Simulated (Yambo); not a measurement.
A G0W0@PBE run in Yambo for HfS2 (CdI2 type, space group P-3m1, No. 164) (6×6×2 Γ-centred k mesh, bands 2 to 52 and a 6 Ry block in the screening, 52 bands in G with the Bruneval-Gonze terminator, plasmon pole fitted at 27.2 eV) gives these matrix elements, in eV, at the band edges (Γ → L):

| state | E0 | <Vxc> | <Σx> | <Σc(E0)> | Z |
|---|---|---|---|---|---|
| valence edge | 0.000 | -13.545 | -15.946 | 1.944 | 0.785 |
| conduction edge | 0.882 | -12.353 | -7.854 | -3.684 | 0.805 |

**Question.** Solve the linearised quasiparticle equation for both states, give the gap, and say how exchange and correlation each act on it.

**Answer.** E = E0 + Z(Σx + Σc − Vxc). Valence: 0.000 + 0.785 × (-15.946 + (1.944) − (-13.545)) = -0.36 eV. Conduction: 0.882 + 0.805 × (-7.854 + (-3.684) − (-12.353)) = 1.54 eV. The gap is 1.90 eV, against 0.88 eV in PBE. Replacing Vxc by bare exchange alone would open it by 6.90 eV; correlation takes back 5.63 eV of that, and Z scales what is left. Convergence of the G0W0 settings was not tested. Spin-orbit coupling is left out, which matters for elements this heavy: edges can move by tenths of an eV.

Geometry relaxed with PBE+D3(BJ); primitive cell a = b = 3.609 Å, c = 5.758 Å, α = β = 90.00°, γ = 120.00°.
